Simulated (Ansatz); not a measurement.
# Elastic constants of Li₃OF at -2.9 GPa (stress–strain coefficients): input and output

Theory: DFT PBE, scalar-relativistic, plane waves, PAW (Ansatz).

Launched with:
```bash
ansatz run input.yaml --threads 1 --pin off --max-ram 1228MiB --backend cpu --events-out ev --progress --plain --runs-dir out
```

Input (bare energies are in eV):
```yaml
crystal:
  lattice:
    - [3.6118, 0.0, 0.0]
    - [0.0, 3.6118, 0.0]
    - [0.0, 0.0, 3.6118]
  atoms:
    - { symbol: O, position: [0.0, 0.0, 0.0] }
    - { symbol: F, position: [0.5, 0.5, 0.5] }
    - { symbol: Li, position: [0.5, 0.5, 0.0] }
    - { symbol: Li, position: [0.5, 0.0, 0.5] }
    - { symbol: Li, position: [0.0, 0.5, 0.5] }
basis:
  ecutwfc: 420
kpoints:
  mp_grid: { grid: [6, 6, 6] }
hamiltonian:
  xc: pbe
scf:
  occupations: { method: fixed }
output:
  forces: true
  stress: true
  eigenvalues: true
elastic:
  mode: relaxed_ion
  stencil: two_point
```

From the output:
```
--- Elastic constants: 2 strain directions × 2 members + reference (group order 48) ---
  dense FFT box of the reference and of every strained cell: 25×25×25
  strains applied: 11, 23; error gains: componentwise 1.00 (the most a stress slope's error grows in a printed constant), spectral 1.73 (1 for all six strains in a standard setting)
  C = ∂σ_k/∂η_j (tension-positive GPa; Voigt order 11 22 33 23 13 12):
       149.082      6.660      6.660     -0.000     -0.000     -0.000
         6.660    149.082      6.660     -0.000     -0.000     -0.000
         6.660      6.660    149.082     -0.000     -0.000     -0.000
         0.000     -0.000     -0.000     30.166      0.000      0.000
        -0.000     -0.000      0.000      0.000     30.166      0.000
         0.000     -0.000     -0.000      0.000      0.000     30.166
  reference stress σ⁰ (GPa):      2.903      2.903      2.903     -0.000     -0.000      0.000
  C* (energy form; C + prestress term) asymmetry max|C*_kj − C*_jk| = 3.553e-15 GPa — a small one proves nothing (zero by symmetry where the batch's group is 432, −43m or m−3m); a large one is finite-difference/SCF noise where every solve ...
  moduli (Voigt/Reuss/Hill, GPa): K = 54.13/54.13/54.13   G = 46.58/39.20/42.89   E = 101.80   ν = 0.187
  mechanically stable: yes (min eigenvalue of sym C = 30.17 GPa)
  strain η (Voigt 11):  stress-route row diagonal C_11 = 149.08 GPa, energy-path curvature d²(F+E_count+ΔE)/dδ²/Ω₀ = 150.38 GPa
         δ    σ_11 (GPa) F (eV) n_scf n_hpsi n_pw
    -2.000e-3       2.6022       -1994.0442613       9   12164    931   relax 0 steps, max|allowed force component| 3.33e-30 eV/Å
     2.000e-3       3.1985       -1994.0407651       8   11542    938   relax 0 steps, max|allowed force component| 3.08e-30 eV/Å
  strain η (Voigt 23):  stress-route row diagonal C_44 = 30.17 GPa, energy-path curvature d²(F+E_count+ΔE)/dδ²/Ω₀ = 28.85 GPa
         δ    σ_23 (GPa) F (eV) n_scf n_hpsi n_pw
    -2.000e-3      -0.0603       -1994.0425277       8   14408    933   relax 0 steps, max|allowed force component| 2.03e-29 eV/Å
     2.000e-3       0.0603       -1994.0425277       9   16459    933   relax 0 steps, max|allowed force component| 1.22e-30 eV/Å
```

It took 20 s on 1 thread of Arm Neoverse N1, with other jobs on the host, peak memory 0.33 GiB.

The cell is the ideal cubic antiperovskite prototype; whether it is the stable structure of this composition wasn't checked.